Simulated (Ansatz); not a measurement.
**Zr (dhcp): energy against volume**

The calculation used DFT, RPBE, plane waves (420 eV) with PAW, scalar-relativistic (Ansatz 0.2.0). (PAW data from PBE, frozen cores regenerated.)

The cell is scaled uniformly from the relaxed one, with fractional coordinates and shape fixed. Energies are extrapolated to zero smearing, pressures are those at the given smearing. Magnetic state: spin not included.

A Birch-Murnaghan fit gives V₀ = 24.00 Å³/atom, B₀ = 86 GPa, B₀′ = 3.2.

Problem. What are the energy above the minimum and the pressure at 21.137 Å³/atom?

Solution. 109.0 meV/atom and 13.53 GPa as computed.

Problem. What are the energy above the minimum and the pressure at 24.980 Å³/atom?

Solution. 10.2 meV/atom and -3.13 GPa as computed.

Problem. What are the energy above the minimum and the pressure at 25.941 Å³/atom?

Solution. 37.9 meV/atom and -5.81 GPa as computed.
